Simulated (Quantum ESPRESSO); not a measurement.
## Calculated data, Ge6BN (made-up cell)

Computed with Quantum ESPRESSO 7.5. Calculation on a made-up crystal cell, not a measurement: periodic Kohn-Sham density functional theory in plane waves with PseudoDojo standard norm-conserving scalar-relativistic pseudopotentials, each functional with its own files (v0.5 for PBE, v0.4.1 for LDA and PBEsol), no spin polarisation, no spin-orbit coupling, atoms not relaxed, stress positive in tension, energies less a fixed whole-eV offset for each atom's element; levels are Kohn-Sham levels at fractions of this cell's reciprocal vectors, counted from the reference band (half the neutral cell's valence electrons, rounded up) at Gamma; error bars cover cutoff and k-mesh only, not smearing or the files; each bar is the largest change over components, and at least 0.002 eV, 0.002 eV per angstrom or 0.02 GPa; added strain carries the atoms with the cell, and shear is the tensor component; energies are for the whole cell, and the offsets were chosen from early runs and are not element reference energies.

### Ge6BN (made-up cell)

Unstrained structure:
```
Ge6BN
1.0
      5.7536     0.0134     0.0213
      0.0134     5.7293    -0.0229
      0.0213    -0.0229     5.7815
Ge B Ge N Ge
3 1 1 1 2
Direct
  -0.00489 0.01062 -0.00912
  -0.00474 0.48525 0.49598
  0.51626 -0.00408 0.50288
  0.49194 0.49625 -0.01854
  0.25175 0.25099 0.27017
  0.24596 0.75593 0.75272
  0.74747 0.24641 0.75318
  0.76618 0.73818 0.24528
```

```
lattice type         : zincblende/diamond
functional           : pbe
cutoff               : 1143 eV
fermi dirac smearing : 0.1 eV
scf tolerance        : 1e-07 eV
electrons removed    : 0
added strain kind    : uniform
added strain         : 0.0209
k mesh               : 6 x 6 x 6, shifted by half a step
structure shown      : before the added strain of 0.0209
```

Atoms:
```csv
atoms element,atom site,atom energy offset (eV)
Ge,1,-2430
Ge,2,-2430
Ge,3,-2430
B,4,-79
Ge,5,-2430
N,6,-283
Ge,7,-2430
Ge,8,-2430
```

Q: Give the missing stress yy for Ge6BN (made-up cell).
A: 9.407 GPa

Q: Give the table of forces values for Ge6BN (made-up cell).
A: 
Forces:
```csv
site,x (eV/Å),y (eV/Å),z (eV/Å)
1,1.447,-1.242,-0.01523
2,0.4568,1.119,1.051
3,-1.079,-0.9595,0.3182
4,0.2332,-0.08937,0.3872
5,1.133,0.2245,-1.632
6,0.2145,-0.05528,0.1387
7,-1.186,1.408,0.6638
8,-1.22,-0.4063,-0.9118
```

Further results for Ge6BN (made-up cell):

```
free energy less offsets : 3.85 eV
scf iterations           : 12
smearing term minus ts   : -0.08208 eV
pressure                 : -9.522 GPa
stress xx                : 9.669 GPa
stress zz                : 9.49 GPa
stress yz                : 0.3986 GPa
stress xz                : -1.037 GPa
stress xy                : 0.8219 GPa
fermi level              : -0.05259 eV
reference band           : 46
error bar energy         : 0.004094 eV
error bar stress         : 0.02 GPa
error bar force          : 0.006491 eV/Å
error bar next band up   : 0.002 eV
error bar fermi level    : 0.006824 eV
error bars from          : tighter rerun of a related cell
```

Levels:
```csv
level k point,next band up (eV)
Gamma,0.242
"(1/2,1/2,1/2)",0.03064
"(0.15,0,0)",0.1587
"(0,0.15,0)",0.1829
"(0,0,0.15)",0.1576
```
